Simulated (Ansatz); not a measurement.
Relaxed-ion elastic tensor of Ru3W (Cu3Au type, Pm-3m) in GPa (Voigt order), DFT-r²SCAN in the program Ansatz with PAW potentials; density 14.35 g/cm³, 14.09 Å³ per atom.

```
     1    2    3    4    5    6
-  ---  ---  ---  ---  ---  ---
1  487  257  257  0.0  0.0  0.0
2  257  487  257  0.0  0.0  0.0
3  257  257  487  0.0  0.0  0.0
4  0.0  0.0  0.0  242  0.0  0.0
5  0.0  0.0  0.0  0.0  242  0.0
6  0.0  0.0  0.0  0.0  0.0  242
```

### Question
Is the crystal mechanically stable?

### Answer
Yes: the smallest eigenvalue of C is 230 GPa.

### Question
Work out the Voigt, Reuss and Hill averages.

### Answer
K_V = 333, K_R = 333, K_H = 333; G_V = 191, G_R = 168, G_H = 180 GPa.

### Question
Give Young's modulus, Poisson's ratio, Pugh's ratio and the universal anisotropy index.

### Answer
E = 9KG/(3K + G) = 457 GPa; ν = 0.27; K/G = 1.86 (ductile by the Pugh limit of 1.75); A_U = 5G_V/G_R + K_V/K_R − 6 = 0.69.

### Question
Estimate the sound speeds and the Debye temperature.

### Answer
v_l = √((K + 4G/3)/ρ) = 6320 m/s, v_t = √(G/ρ) = 3540 m/s, mean 3940 m/s; Θ = (h/k)(3n/4πV)^(1/3) v_m = 485 K.

### Question
Give the Zener ratio and Young's modulus along [100], [110] and [111].

### Answer
A = 2C44/(C11 − C12) = 2.10; 1/E = S11 − 2(S11 − S12 − S44/2)Γ with Γ = 0, 1/4, 1/3 gives 310, 478, 584 GPa.

The cell is a constructed one: a structure type filled with these elements; neither database checked (COD, Materials Project) lists it. Whether it is the stable phase at ambient conditions was not checked. The r²SCAN relaxation kept the symmetry of its start; its stability against distortions is not shown here. The run is not spin-polarised. As this level gives no gap, shear constants depend on the k-mesh and smearing (Fermi–Dirac, 0.1 eV here). Scalar-relativistic: spin–orbit coupling is off unless named, which matters more the heavier the elements.

Potentials: the earlier of the program's two PAW sets.
